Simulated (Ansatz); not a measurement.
Here is the system:

Starting cell, BaTiO3 (cubic perovskite):

```xyz
5
Lattice="4.0195 0.0000 0.0000 0.0000 4.0195 0.0000 0.0000 0.0000 4.0195" Properties=species:S:1:pos:R:3 pbc="T T T"
Ba     0.0000     0.0000     0.0000
Ti     2.0097     2.0097     2.0097
O      0.0000     2.0097     2.0097
O      2.0097     2.0097     0.0000
O      2.0097     0.0000     2.0097
```

Scan: atom 3 (O, nearest neighbour Ti at 2.010 Å; its periodic images, 4.0 Å or more away, move with it) is displaced towards the nearest neighbour, direction (1.000, 0.000, 0.000) in Cartesian axes, by s. The other atoms stay.

All values below come from PBE (plane waves to 420 eV, PAW, scalar-relativistic; Ansatz, an electronic-structure program). k mesh 7×7×7 (Γ-centred), Fermi-Dirac smearing 0.05 eV. Energies are smeared free energies. Left out: 4 of 11 points, with atoms too close for the PAW data. BaTiO3 is run without spin polarisation. BaTiO3 was relaxed with its symmetry unable to fall. The PAW data are Ansatz's earlier set. This is a high-temperature form of BaTiO3. The zero of ΔE is the undisplaced structure.

The scan covers s from -0.240 to 0.240 Å in 7 points.

Question: Is this a single well or a double well?

Answer: A single well with its minimum at or next to zero displacement.

Question: Is the energy the same for equal positive and negative displacements?

Answer: Even: the same for both signs. With its periodic images moving along, the atom's site symmetry in this cell is 4/mmm.

Question: What force acts on the atom along the line at s = -0.240 Å?

Answer: 2.13 eV/Å.

Question: What is the energy change at s = 0.240 Å?

Answer: 188.4 meV/cell.

(A displaced cell: forces are minus the slopes of the energy, force constants its curvatures, and phonons follow from these.)
